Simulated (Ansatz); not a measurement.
## Ansatz 0.2.0, relaxation: Rb

input.yaml:

```yaml
crystal:
  lattice:
    - [-2.397357, 2.397357, 1.973865]
    - [2.397357, -2.397357, 1.973865]
    - [2.397357, 2.397357, -1.973865]
  atoms:
    - { symbol: Rb, position: [0.0, 0.0, 0.0] }
  symmetry: { tolerance: 0.0003 }
kpoints:
  mp_grid: { grid: [11, 11, 11], shift: [0, 0, 0] }
magnetization:
  spin_polarized: false
scf:
  occupations: { method: fermi_dirac }
  lower_state_search: "off"
hamiltonian:
  pseudopotentials: { kind: paw }
  xc: r2scan
basis:
  ecutwfc: 500
  fft_grid_basis: typed
relax:
  max_steps: 60
  cell: { p_target: 0.0 }
output:
  forces: true
  stress: true
  eigenvalues: true
  bader: true
  populations: true
  elf: true
  write_potential: true
  volumetric_format: npy
  dos:
    e_range: [-12, 8]
    de: 0.05
    projected: { site_lists: { Rb: [Rb] } }
  write_density: true
checkpoint:
  read: saved_state
```

Launch command:

```bash
ansatz run input.yaml --threads 2 --pin off --max-ram 3584MiB --backend cpu --events-out ev --progress --plain --runs-dir out
```

Origin of the cell: a known structure type with other elements, at an estimated volume, so it need not be a known compound.

The smearing width isn't typed, so it takes its default of 0.1 eV.

The saved state is a converged single point of the same cell.

Steps («new basis» is an SCF on plane waves selected anew at the same cell):

| step | ΔF (meV/atom) | max force component (eV/Å) | P (GPa) | volume (Å³) | SCF iterations | step was |
| --- | --- | --- | --- | --- | --- | --- |
| 1 | 0.0 | 0.000 | 6.73 | 45.38 | 6 | accepted |
| 2 | -238.1 | 0.000 | 4.41 | 52.34 | 7 | accepted |
| 3 | -391.8 | 0.000 | 2.86 | 59.20 | 7 | accepted |
| 4 | -493.9 | 0.000 | 1.78 | 66.35 | 7 | accepted |
| 5 | -558.3 | 0.000 | 1.03 | 73.75 | 7 | accepted |
| 6 | -594.9 | 0.000 | 0.53 | 81.27 | 7 | accepted |
| 7 | -612.0 | 0.000 | 0.19 | 88.73 | 7 | accepted |
| 8 | -616.9 | 0.000 | 0.02 | 93.64 | 7 | accepted |
| 9 | -618.1 | 0.000 | -0.01 | 94.30 | 7 | accepted |
| 10 | -618.6 | 0.000 | -0.01 | 94.18 | 9 | accepted |
| 11 | -618.7 | 0.000 | -0.01 | 93.87 | 8 | accepted |
| 12 | -628.7 | 0.000 | 0.03 | 93.87 | 8 | new basis |
| 13 | -629.0 | 0.000 | 0.02 | 94.36 | 6 | accepted |
| 14 | -629.1 | 0.000 | 0.00 | 94.87 | 9 | accepted |
| 15 | -629.2 | 0.000 | 0.00 | 94.87 | 7 | new basis |

Before:

Space group I4/mmm (No. 139); the run's cell has a = 3.923 Å, b = 3.923 Å, c = 3.923 Å, α = 104.66°, β = 104.66°, γ = 119.58°. Shortest distances: .

After:

Space group I4/mmm (No. 139); the run's cell has a = 4.977 Å, b = 4.977 Å, c = 4.977 Å, α = 109.27°, β = 109.27°, γ = 109.87°. Shortest distances: .

```yaml
crystal:
  lattice:
    - [-2.88026, 2.88026, 2.85905]
    - [2.88026, -2.88026, 2.85905]
    - [2.88026, 2.88026, -2.85905]
  atoms:
    - { symbol: Rb, position: [0.00000, 0.00000, 0.00000] }
```

```yaml
Free_energy_lowered_by: 629.2 meV/atom
Volume_change: 109.08 %
Final_pressure: 0.00 GPa
Relaxation_steps_listed: 15
```

Caveats: no moments, though an odd count or open d shells may carry them; the relaxation held the start's symmetry, so the end may be a saddle point.

It ran for 100 s on 2 threads of Arm Neoverse V1 (shared host), peak memory 0.75 GiB, from a saved density.
